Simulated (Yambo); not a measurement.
```
YO2H
1.0
    4.30115     0.00000     0.00000
    0.00000     3.63346     0.00000
   -1.94217     0.00000     5.63615
H O Y
2 4 2
Cartesian
 -1.71218   0.90836   5.18667
  4.07116   2.72510   0.44948
  0.13379   0.90836   2.53001
  2.22519   2.72510   3.10614
 -0.75242   0.90836   5.28614
  3.11140   2.72510   0.35000
  0.08839   2.72510   3.88449
  2.27059   0.90836   1.75166
```

Response from Yambo on LDA (Quantum ESPRESSO, PseudoDojo norm-conserving, 84 Ry, scalar-relativistic) bands: 4×6×4 mesh, 75 bands, 3 Ry local-field block, 0.2 eV broadening.

Problem. Give the static electronic dielectric constant without and with local fields along each axis.

Solution. 
```csv
field along,"ε(0), independent particles","ε(0), RPA with local fields",refractive index √ε
x,4.02,3.79,1.95
y,4.05,3.85,1.96
z,3.81,3.55,1.88
```
Electronic (clamped-ion) response only. LDA gaps are usually too small, which raises these values. Convergence of the RPA response with its 4×6×4 mesh was not tested. x, y and z are Cartesian axes of the cell as given.

Geometry of the Materials Project entry, not relaxed at this level.

The structure is a Materials Project entry; no match was found in the copy of COD used, and its stability was not checked.
